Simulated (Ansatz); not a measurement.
HfB, DFT, LDA, all-electron LAPW, scalar-relativistic (Ansatz 0.2.0), run on 1 thread of Arm Neoverse V1 on a shared host.

The cell comes from COD entry 1511179, which wasn't checked; take it as a given geometry. The listed cell was then made from it by scaling, straining or moving an atom.

Command: `ansatz run input.yaml --threads 1 --pin off --max-ram 3072MiB --backend cpu --events-out ev --progress --plain --runs-dir out`

```yaml
crystal:
  lattice:
    - [0.0, 2.2638, 2.31]
    - [2.2638, 0.0, 2.31]
    - [2.2638, 2.2638, 0.0]
  atoms:
    - { symbol: Hf, position: [0.5, 0.5, 0.5] }
    - { symbol: B, position: [0.0, 0.0, 0.0] }
kpoints:
  mp_grid: { grid: [15, 15, 15] }
  band_path:
    path:
      - [0.0, 0.0, 0.0]
      - [0.0, 0.5, 0.5]
      - [0.25, 0.75, 0.5]
      - [0.0, 0.5, 0.0]
      - [0.0, 0.0, 0.0]
      - [0.5, 0.5, 0.0]
      - [0.37005, 0.62995, 0.0]
      - [-0.37005, 0.37005, 0.0]
      - [0.0, 0.0, 0.0]
    npoints: 5
scf:
  occupations: { method: fermi_dirac, width: 0.05 }
hamiltonian:
  xc: lda
  pseudopotentials: { kind: all_electron, lapw: { basis_error: 0.00025 } }
output:
  forces: true
  stress: true
  eigenvalues: true
```

How large is the problem that the program sets up?

288 irreducible k-points, 339 plane waves at Γ, 29 bands.

Estimate the wall time and the peak memory.

79 s of wall time for 9 SCF iterations, with a peak of 0.95 GiB. Times on shared machines scatter by tens of per cent.
